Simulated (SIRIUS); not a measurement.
Band structure of WSe₂ (P6_3/mmc, 6 atoms in the cell; from Materials Project mp-1821).

```
WSe2
1.0
    3.31993     0.00000     0.00000
   -1.65996     2.87514     0.00000
    0.00000     0.00000    13.73719
W Se
2 4
Cartesian
  1.65997   0.95838  10.30289
  0.00000   1.91676   3.43430
  0.00000   1.91676  11.96509
  1.65997   0.95838   1.77210
  1.65997   0.95838   5.09650
  0.00000   1.91676   8.64069
```

All values come from this method and carry its errors: PBE, GBRV PBE ultrasoft pseudopotentials (plane waves; SIRIUS 7.12.0).

Settings: parameters.ngridk = 6 6 2; parameters.xc_functionals = [XC_GGA_X_PBE, XC_GGA_C_PBE]; parameters.gk_cutoff = 6.325 1/bohr; parameters.pw_cutoff = 14.143 1/bohr; parameters.smearing = fermi_dirac; parameters.smearing_width = 0.00183747 Ha; potentials = GBRV PBE ultrasoft pseudopotentials; parameters.electronic_structure_method = pseudopotential; parameters.num_bands = 38; parameters.num_mag_dims = 0; parameters.num_dft_iter = 100; parameters.energy_tol = 1e-07 Ha; parameters.density_tol = 1e-06; mixer.type = broyden2.

Spin-orbit coupling is left out, which matters for bands and gaps with elements this heavy. The structure comes from a collection of computed structures, made at another level of theory; the collection holds predicted forms beside known ones.

**Question.** Predict the gap along the standard path and the places of the band edges.

**Answer.** The gap along the path is 1.21 eV, from Γ to a point between K and Γ; the smallest direct gap on it is 1.46 eV.

Points are given in units of this cell's reciprocal vectors. Levels in eV from the top of the valence band on the path, bands 23 to 30:
```
point                   23     24     25     26    27    28    29    30
-------------------  -----  -----  -----  -----  ----  ----  ----  ----
Γ (0 0 0)            -1.47  -1.36  -0.81   0.00  2.71  2.71  2.73  2.73
M (0.5 0 0)          -1.24  -1.23  -1.15  -1.13  2.14  2.16  2.43  2.62
K (0.333 0.333 0)    -2.46  -2.46  -0.27  -0.14  1.32  1.32  2.31  3.07
A (0 0 0.5)          -1.49  -1.49  -0.23  -0.23  2.71  2.71  2.71  2.71
L (0.5 0 0.5)        -1.19  -1.19  -1.18  -1.18  2.15  2.15  2.54  2.54
H (0.333 0.333 0.5)  -2.51  -2.51  -0.21  -0.21  1.32  1.32  2.65  2.65
```
